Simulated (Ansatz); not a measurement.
## Computed properties of GaP

GaP:
```xyz
6
Lattice="3.8992 0.0000 0.0000 -1.9496 3.3768 0.0000 0.0000 0.0000 8.5848" Properties=species:S:1:pos:R:3 pbc="T T T"
Ga     1.9522     0.0000     5.7232
Ga    -0.9761     1.6906     2.8616
Ga     0.9735     1.6862     0.0000
P      1.9506     0.0000     1.4308
P     -0.9753     1.6893     7.1540
P      0.9743     1.6875     4.2924
```

Space group P6_222 (No. 180); conventional cell a = b = 3.8992 Å, c = 8.5848 Å, α = β = 90.00°, γ = 120.00°.

Method: plane-wave PAW PBE (Ansatz code). Geometry: relaxed at this level of theory. Other levels are named where they apply.

Cell and energy:

```
Item                                                          Result
-----------------------------------------------------  -------------
Volume per atom                                             18.84 Å³
Density                                                   4.44 g/cm³
Formation energy from the elements (no fitted shifts)  -0.20 eV/atom
```

Electronic structure:

```
Property                                                                   Value
----------------------------------------  --------------------------------------
Band gap                                                      0.25 eV (indirect)
Valence-band maximum                                                        at Γ
Conduction-band minimum                              at K (2 equivalent valleys)
Smallest direct gap on the standard path                                 0.43 eV
Electron effective mass                   0.11, 0.34, 0.34 mₑ (principal values)
Hole effective mass                        0.036, 1.6, 1.6 mₑ (principal values)
```

Mechanics:

```
Item                                  Result
----------------------------------  --------
Bulk modulus (Birch–Murnaghan fit)  80.9 GPa
Pressure derivative B′                   4.8
```

The cell is a constructed one: a structure type filled with these elements; neither database checked (COD, Materials Project) lists it. It is not the phase usual at ambient conditions (space group No. 216). Symmetry was held in the PBE relaxation; its stability against distortions is not shown here. Point labels and valley counts follow the cell and symmetry of the run, lower than the named group. The references are the lowest solids computed at this level, not always the standard phases. Scalar-relativistic: spin–orbit coupling is off unless named, which matters more the heavier the elements.

Potentials: the later of the program's two PAW sets.
